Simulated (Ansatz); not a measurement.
La$_{2}$O$_{3}$ (A-La2O3 type, space group P-3m1)

```
La2O3
1.0
    3.94042     0.00000     0.00000
   -1.97021     3.41251     0.00000
    0.00000     0.00000     6.18831
La O
2 3
Direct
  0.33333   0.66667   0.24738
  0.66667   0.33333   0.75262
  0.00000   0.00000   0.00000
  0.33333   0.66667   0.64529
  0.66667   0.33333   0.35471
```

The slice is a (1 -1 0 0) plane (indices of the conventional cell) through the point (0.333, 0.667, 0.247) (fractional), spanned by u = [110] and v = [001] in vectors of this cell: u (3.94 Å) and v (6.19 Å, at 90° to u). It covers one period; positions are fractions (u, v).

The numbers are results of PBE (plane waves to 420 eV, PAW, scalar-relativistic; Ansatz, a first-principles code), not measurements. k mesh 10×10×6. Inside the PAW spheres the values are not all-electron values, and peaks at nuclei hang on which shells count as valence. La2O3 is run without spin polarisation. La2O3 was relaxed with its symmetry unable to fall. The PAW data are Ansatz's earlier set.

Question: What is the ELF at the density minimum of the shortest La–O line in this plane (2.46 Å)?

Answer: 0.19.

Question: What is the valence density on the shortest La–O line in this plane (2.46 Å), at its minimum between the atoms?

Answer: 0.37 e/Å³.

Question: The ELF has a maximum in the middle third of the La–O line. Where, and how high?

Answer: 0.83, 0.9 Å from La.

Question: Sketch the valence electron density on this plane as a map.

Answer: 
```
|######****++==::..........::==++****####|
|####******++--::..........::--++******##|
|********++==--::..........::--==++******|
|******++==--::..............::--==++****|
|++++++==--::::....::::::....::::--==++++|
|====----::::....::::::::::....::::----==|
|::::::........::::::::::::::........::::|
|......    ....::::::--::::::....    ....|
|          ....::::::--::::::....        |
|            ..::::::--::::::..          |
|            ..::::::--::::::..          |
|......    ....::::------::::....    ....|
|::::::......::::----------::::......::::|
|------::::::::----======----::::::::----|
|++++==----::::----======----::::----==++|
|****++====--------======--------====++**|
|%%%%##**==--------======--------==**##%%|
|@@@@%%**++==------------------==++**%%@@|
|@@@@%%##++==--::::------::::--==++##%%@@|
|@@@@%%##++==::::::::::::::::::==++##%%@@|
|@@%%##**++--::..............::--++**##%%|
|####**++==--::..          ..::--==++**##|
|**++++==--::....          ....::--==++++|
|======--::....    ......    ....::--====|
|==----::::......................::::----|
|======--::........::::::........::--====|
|++++++==--::::::::::::::::::::::--==++++|
|******++==--::::::::::::::::::--==++****|
|********++==--::::::::::::::--==++******|
|####******++--::::::::::::::--++******##|
|######****++==--::::::::::--==++****####|
|######****++==::::......::::==++****####|
```
Scale: ten equal steps from -1.39 (start of ' ') to 0.94 (end of '@'), in the order ' .:-=+*#%@'. Values: log₁₀ of the valence density in e/Å³. The map has 20 points along u (two characters each, u = 0 at the left) and 32 along v (v = 0 in the bottom row). The scale is logarithmic, as a density can span decades between atoms and voids.
